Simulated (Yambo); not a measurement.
NaMoO3F (space group P2_1/m, No. 11), G0W0@PBEsol in Yambo with this input:

```
rim_cut
gw0
dyson
el_el_corr
HF_and_locXC
ppa
em1d
RandQpts= 1000000
RandGvec= 1 Ry
EXXRLvcs= 88 Ry
VXCRLvcs= 352 Ry
Chimod= "HARTREE"
% BndsRnXp
 5 | 203 |
%
NGsBlkXp= 6 Ry
% LongDrXp
 1.0 | 1.0 | 1.0 |
%
PPAPntXp= 27.2114 eV
% GbndRnge
 1 | 203 |
%
GTermKind= "BG"
DysSolver= "n"
ExtendOut
```

On a 2×4×2 mesh, with wavefunctions cut at 88 Ry, the gap ((-0.5, 0, 0) → (-0.5, 0, 0)) is 5.482 eV and the valence edge shifts by -0.772 eV.

What happens with this change: no terminator?

The gap rises by 0.091 eV, to 5.573 eV; the shift of the valence edge becomes -0.571 eV. Neither run is shown to be the converged limit.

Spin-orbit coupling is not included.

Geometry of the Materials Project entry, not relaxed at this level; primitive cell a = 6.658 Å, b = 3.761 Å, c = 7.313 Å, α = γ = 90.00°, β = 109.91°.

The structure is a Materials Project entry; no match was found in the copy of COD used, and its stability was not checked.

A shift is the quasiparticle energy of the state minus its PBEsol energy.
